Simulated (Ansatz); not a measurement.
Consider the following.

Ru:
```yaml
crystal:
  lattice:
    - [2.70865, 0.00000, 0.00000]
    - [-1.35433, 2.34576, 0.00000]
    - [0.00000, 0.00000, 8.70053]
  atoms:
    - { symbol: Ru, position: [0.00000, 0.00000, 0.00000] }
    - { symbol: Ru, position: [0.66667, 0.33333, 0.25000] }
    - { symbol: Ru, position: [0.00000, 0.00000, 0.50000] }
    - { symbol: Ru, position: [0.33333, 0.66667, 0.75000] }
```

This is the PBE-relaxed structure.

**Question.** All from PBE (plane waves, PAW; program Ansatz), unless another level is named. Give the density of states at the Fermi level.

**Answer.** 1.1 states/eV per atom (mean over ±0.08 eV).

**Question.** Predict the gap with spin–orbit coupling.

**Answer.** none (metallic).

Space group P6_3/mmc (dhcp (α-La type)). The start of the workflow was typed in or built on a structure type. Its sites differ from those of the usual phase in this space group: another stacking or structure type. The PBE relaxation kept the symmetry of its start; its stability against distortions is not shown here. The run is not spin-polarised. Spin–orbit coupling is left out wherever it is not named.

Potentials: the earlier of the program's two PAW sets.
